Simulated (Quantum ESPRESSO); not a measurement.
# Strain and stress in B4N2CO

The results below are calculated, not measured. They come from pw.x of Quantum ESPRESSO 7.5, a plane-wave density functional program, with PseudoDojo standard norm-conserving files (v0.5 for PBE, v0.4.1 for LDA and PBEsol). The cells are made up: elements, strain and atom displacements were drawn at random, and nothing was relaxed. There is no spin polarisation, spin-orbit coupling or dispersion term.

The cell has 8 sites of a wurtzite lattice (rectangular cell). Sites 1 to 4 hold B B B B; sites 5 to 8 hold N C O N. Cell vectors in Å: (2.633, 0.033, -0.024); (0.057, 4.573, -0.043); (-0.040, -0.040, 4.276). Settings: PBE, cutoff 1143 eV, 7 x 4 x 4 k mesh shifted by half a step, Fermi-Dirac smearing of 0.025 eV.

Each run adds a strain along z to one cell, with the atoms carried along; the vectors above are those of run 4. Stress is positive in tension and P is minus a third of its trace. E is the free energy for each atom above the lowest run shown.

```
run  strain (%)  s_xx (GPa)  s_yy (GPa)  s_zz (GPa)  s_xy (GPa)  P (GPa)  E (meV/atom)
  1       -1.75       11.16       13.90      -13.11        7.98    -3.98          3.64
  2       -1.40       11.32       14.07       -9.69        7.97    -5.23          2.04
  3       -0.36       11.74       14.54       -0.07        7.92    -8.74          0.00
  5        0.13       11.92       14.74        4.22        7.89   -10.30          0.42
  6        1.64       12.43       15.30       16.47        7.82   -14.73          6.74
  7        2.02       12.54       15.43       19.35        7.80   -15.77          9.47
  4       -0.09           ?           ?           ?           ?        ?             ?
```

A rerun of one of these cells at 1437 eV and k mesh 9 x 6 x 6 moved values by no more than 0.002 eV in the cell's energy, 0.05 GPa in stress and 0.003 eV/Å in force.

## Worked fit

A parabola through the six runs shown gives s_zz = 3.10 + 8.69 e - 0.322 e² GPa, with e in per cent and a scatter of 0.02 GPa. The slope is a stiffness of 869 ± 4 GPa for each unit of this strain at e = 0. The atoms are clamped, and relaxing them would in general lower it. The error is the larger of the fit's own and the change that a cubic makes, rounded up.

## Withheld run

Question: what s_zz should run 4 give?

The fit gives 2.32 GPa. The calculation gave 2.30 GPa.

```
run,strain (%),s_xx (GPa),s_yy (GPa),s_zz (GPa),s_xy (GPa),P (GPa),E (meV/atom)
4,-0.09,11.84,14.65,2.30,7.91,-9.60,0.13
```